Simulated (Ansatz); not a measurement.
Se:
```xyz
1
Lattice="2.8139 0.0000 0.0000 0.0000 2.8139 0.0000 0.0000 0.0000 2.8139" Properties=species:S:1:pos:R:3 pbc="T T T"
Se     0.0000     0.0000     0.0000
```

Relaxed with r²SCAN. Special points in fractions of this cell's reciprocal vectors: Γ (0.000, 0.000, 0.000); X (0.000, 0.500, 0.000); M (0.500, 0.500, 0.000); R (0.500, 0.500, 0.500).

### Question
List the band energies nearest the Fermi level at these points for r²SCAN in the plane-wave PAW code Ansatz.

### Answer
In eV from the Fermi level; about four levels below and three above (degenerate sets whole), none deeper than 8.9 eV; … stands for higher levels left out; points with the same levels are listed once.

```json
[
 {"k": "Γ", "below": "–", "above": "1.49 1.49 1.49"},
 {"k": "X", "below": "-7.36", "above": "3.01 3.01 10.47"},
 {"k": "M", "below": "-5.38 -5.38", "above": "3.28 4.41 …"},
 {"k": "R", "below": "-3.61 -3.61 -3.61", "above": "…"}
]
```

Space group Pm-3m (simple cubic). The first step of the workflow began from a Materials Project structure, measured or hypothetical; the Crystallography Open Database copy checked does not list it. It is not the phase usual at ambient conditions (space group No. 152). The cell was relaxed with r²SCAN under the symmetry of its start; its stability against distortions is not shown here. Spin–orbit coupling is left out wherever it is not named.

Potentials: the earlier of the program's two PAW sets. The files were generated under PBE; for other functionals the program regenerates the frozen cores, and for LDA and PBEsol the local potential too.
